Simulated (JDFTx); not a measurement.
CuAu(100) slab cut from bulk CuAu (space group P4/mmm, indices of the conventional cell, lattice of the Materials Project entry mp-522, not re-optimised): 7 atoms in 7 planes, a 1x1 cell of 10.21 Å² (|a| = 2.851, |b| = 3.582 Å), 8.6 Å between the outermost planes, Cu outermost, slab composition Cu4Au3, cell height 24.6 Å, 8×6×1 k mesh, Fermi smearing 0.01 Ha, no spin polarisation. Whether this polymorph is the ambient one wasn't checked.

All numbers are PBE, GBRV ultrasoft potentials, plane waves to 20/100 Ha results from a modified build of JDFTx, not measurements. Vacuum. The outer atoms relax from bulk positions, keeping the cell's symmetry; the lattice is not PBE's own optimum in this code, and that strain can shift the moves by a few hundredths of an ångström. Input:

```
lattice \
  5.3870422635 0.0000000000 0.0000000000 \
  0.0000000000 6.7682619852 0.0000000000 \
  0.0000000000 0.0000000000 46.4872626658
coords-type Lattice
ion Au 0.0000000000 0.0000000000 -0.1158821140 0
ion Au 0.0000000000 0.0000000000 0.0000000000 0
ion Au 0.0000000000 0.0000000000 0.1158821140 0
ion Cu 0.5000000000 0.5000000000 -0.1738231710 1
ion Cu 0.5000000000 0.5000000000 -0.0579410570 0
ion Cu 0.5000000000 0.5000000000 0.0579410570 0
ion Cu 0.5000000000 0.5000000000 0.1738231710 1
ion-species pseudo/au_pbe_v1.upf
ion-species pseudo/cu_pbe_v1.2.upf
elec-cutoff 20 100
elec-ex-corr gga-PBE
coulomb-interaction Slab 001
coulomb-truncation-embed 0 0 0
kpoint-folding 8 6 1
elec-smearing Fermi 0.01
lcao-params 10
elec-n-bands 69
electronic-scf nIterations 100 energyDiffThreshold 1e-07
ionic-minimize nIterations 10 energyDiffThreshold 1e-5 knormThreshold 4e-4
dump-name vac.$VAR
dump End State Ecomponents EigStats BandEigs Forces ElecDensity IonicPositions Fillings Kpoints Dtot
```

Task: How far do the free atoms of the upper face move along the normal, and how much energy is released?

Result: Cu (atom 7) -0.17 Å (positive: outward). The free energy falls by 0.097 eV per cell, 76 mJ/m².
